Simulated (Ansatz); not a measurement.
Data:

Pt:
```cif
data_Pt4
_chemical_formula_sum 'Pt4'
_space_group_name_H-M_alt 'Fm-3m'
_space_group_IT_number 225
_space_group_name_Hall '-F 4 2 3'
_cell_length_a 3.89362
_cell_length_b 3.89362
_cell_length_c 3.89362
_cell_angle_alpha 90.000
_cell_angle_beta 90.000
_cell_angle_gamma 90.000
loop_
_atom_site_label
_atom_site_type_symbol
_atom_site_symmetry_multiplicity
_atom_site_Wyckoff_symbol
_atom_site_fract_x
_atom_site_fract_y
_atom_site_fract_z
_atom_site_occupancy
Pt1 Pt 4 a 0.00000 0.00000 0.00000 1
```
(The calculation used a cell of 1 atom; values per cell refer to that cell.)

This is the LDA-relaxed structure.

Q: All from the program Ansatz at the LDA level (PAW), unless another level is named. Estimate the Poisson's ratio.

A: 0.39.

Q: And the elastic constants (relaxed ions, GPa)?

A: C11 = 384, C12 = 270, C44 = 91.6.

The LDA relaxation kept the symmetry of its start. The run is not spin-polarised. As this level gives no gap, shear constants depend on the k-mesh and smearing (Fermi–Dirac, 0.1 eV here). On the denser mesh and wider smearing of the elastic run this cell carries a stress of 0.4 GPa. Scalar-relativistic: spin–orbit coupling is off unless named, which matters more the heavier the elements.

Potentials: the earlier of the program's two PAW sets.
